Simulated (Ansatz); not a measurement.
Al, DFT, PBEsol, all-electron LAPW, scalar-relativistic (Ansatz 0.2.0), run on 1 thread of Arm Neoverse V2 on a shared host.

The cell is COD entry 4313206, as deposited and not checked against the literature; nothing was relaxed. The listed cell was then made from it by scaling, straining or moving an atom.

Command: `ansatz run input.yaml --threads 1 --pin off --max-ram 3072MiB --backend cpu --events-out ev --progress --plain --runs-dir out`

```yaml
crystal:
  lattice:
    - [0.0, 2.02398, 2.0644596]
    - [2.02398, 0.0, 2.0644596]
    - [2.02398, 2.02398, 0.0]
  atoms:
    - { symbol: Al, position: [0.0, 0.0, 0.0] }
kpoints:
  mp_grid: { grid: [14, 14, 14] }
  band_path:
    path:
      - [0.0, 0.0, 0.0]
      - [0.0, 0.5, 0.5]
      - [0.25, 0.75, 0.5]
      - [0.0, 0.5, 0.0]
      - [0.0, 0.0, 0.0]
      - [0.5, 0.5, 0.0]
      - [0.3701460977, 0.6298539023, 0.0]
      - [-0.3701460977, 0.3701460977, 0.0]
      - [0.0, 0.0, 0.0]
    npoints: 5
scf:
  occupations: { method: fermi_dirac, width: 0.05 }
hamiltonian:
  xc: pbesol
  pseudopotentials: { kind: all_electron, lapw: { basis_error: 0.001 } }
output:
  forces: true
  stress: true
  eigenvalues: true
```

(1) How large is the problem that the program sets up?

(2) Estimate the wall time and the peak memory.

Results:

(1) 244 irreducible k-points, 59 plane waves at Γ, 10 bands.

(2) 4.8 s of wall time for 5 SCF iterations, with a peak of 0.24 GiB. Times on shared machines scatter by tens of per cent.
